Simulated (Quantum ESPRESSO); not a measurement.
## Kohn-Sham bands of BN (zinc blende)

```xyz
2
Lattice="0.0000 1.8130 1.8130 1.8130 0.0000 1.8130 1.8130 1.8130 0.0000" Properties=species:S:1:pos:R:3 pbc="T T T"
B      0.0000     0.0000     0.0000
N      0.9065     0.9065     0.9065
```

Materials Project entry mp-1639; symmetrised, unrelaxed at this level. COD (Crystallography Open Database) has the formula in 3 space groups, this one among them (matched by group alone). Level: LDA, no spin polarisation, no spin-orbit coupling; pw.x of Quantum ESPRESSO at 68 Ry with PseudoDojo potentials, 12×12×12 k-points, Wannier90. Density: 14×14×14 mesh, cold smearing 0.01 Ry.

The lattice is scaled uniformly by ε, fractional positions fixed; Kohn-Sham values from pw.x, the row at -1.0 % withheld:

```json
[
 {"ε (%)": "-3.0", "gap (eV)": "4.530", "width of the top valence group (eV)": "11.487", "direct gap at Γ (eV)": "9.148", "direct gap at K (eV)": "11.584"},
 {"ε (%)": "-1.0", "gap (eV)": "?", "width of the top valence group (eV)": "?", "direct gap at Γ (eV)": "?", "direct gap at K (eV)": "?"},
 {"ε (%)": "0.0", "gap (eV)": "4.405", "width of the top valence group (eV)": "10.631", "direct gap at Γ (eV)": "8.703", "direct gap at K (eV)": "10.899"},
 {"ε (%)": "1.0", "gap (eV)": "4.361", "width of the top valence group (eV)": "10.365", "direct gap at Γ (eV)": "8.558", "direct gap at K (eV)": "10.681"},
 {"ε (%)": "3.0", "gap (eV)": "4.284", "width of the top valence group (eV)": "9.852", "direct gap at Γ (eV)": "8.281", "direct gap at K (eV)": "10.257"}
]
```

**Question.** Fit y = y₀ + bε + cε² to the rows at -3.0, 0 and 3.0 %, check it on the fourth row, and predict the withheld one.

**Answer.** 
- gap (eV): b = (4.284 − 4.530)/6 = -0.0410, c = (4.284 + 4.530 − 2×4.405)/18 = 0.00022. Check at 1.0 %: 4.364 for 4.361. Prediction 4.446; the run gives 4.446.
- width of the top valence group (eV): b = (9.852 − 11.487)/6 = -0.2725, c = (9.852 + 11.487 − 2×10.631)/18 = 0.00428. Check at 1.0 %: 10.363 for 10.365. Prediction 10.908; the run gives 10.907.
- direct gap at Γ (eV): b = (8.281 − 9.148)/6 = -0.1445, c = (8.281 + 9.148 − 2×8.703)/18 = 0.00128. Check at 1.0 %: 8.560 for 8.558. Prediction 8.849; the run gives 8.850.
- direct gap at K (eV): b = (10.257 − 11.584)/6 = -0.2212, c = (10.257 + 11.584 − 2×10.899)/18 = 0.00239. Check at 1.0 %: 10.680 for 10.681. Prediction 11.123; the run gives 11.123.
